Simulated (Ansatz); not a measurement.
CuCl:
```yaml
crystal:
  lattice:
    - [0.00000, 2.60388, 2.60388]
    - [2.60388, 0.00000, 2.60388]
    - [2.60388, 2.60388, 0.00000]
  atoms:
    - { symbol: Cu, position: [0.00000, 0.00000, 0.00000] }
    - { symbol: Cl, position: [0.75000, 0.75000, 0.75000] }
```

Relaxed with LDA. Special points in fractions of this cell's reciprocal vectors: Γ (0.000, 0.000, 0.000); X (0.500, 0.000, 0.500); U (0.625, 0.250, 0.625); K (0.375, 0.375, 0.750); L (0.500, 0.500, 0.500); W (0.500, 0.250, 0.750).

Question: List the band energies nearest the valence-band maximum at these points for plane-wave PAW LDA (Ansatz code).

Answer: In eV from the valence-band maximum; about four levels below and three above (degenerate sets whole), none deeper than 8.9 eV; … stands for higher levels left out; points with the same levels are listed once.

```json
[
 {"k": "Γ", "below": "-1.98 -1.98 0.00 0.00 0.00", "above": "0.63 …"},
 {"k": "X", "below": "-1.83 -1.74 -1.49 -1.49", "above": "3.22 4.51 9.26"},
 {"k": "U", "below": "-1.89 -1.79 -1.38 -1.19", "above": "4.08 5.42 8.25"},
 {"k": "L", "below": "-1.89 -1.89 -1.82 -0.75 -0.75", "above": "2.94 7.03 7.03"},
 {"k": "W", "below": "-2.10 -1.76 -1.50 -1.08", "above": "5.00 5.71 7.56"}
]
```

Space group F-43m (zinc blende). The LDA relaxation kept the symmetry of its start; phonons on a q-mesh show no instability. The run is not spin-polarised.

Potentials: the later of the program's two PAW sets.
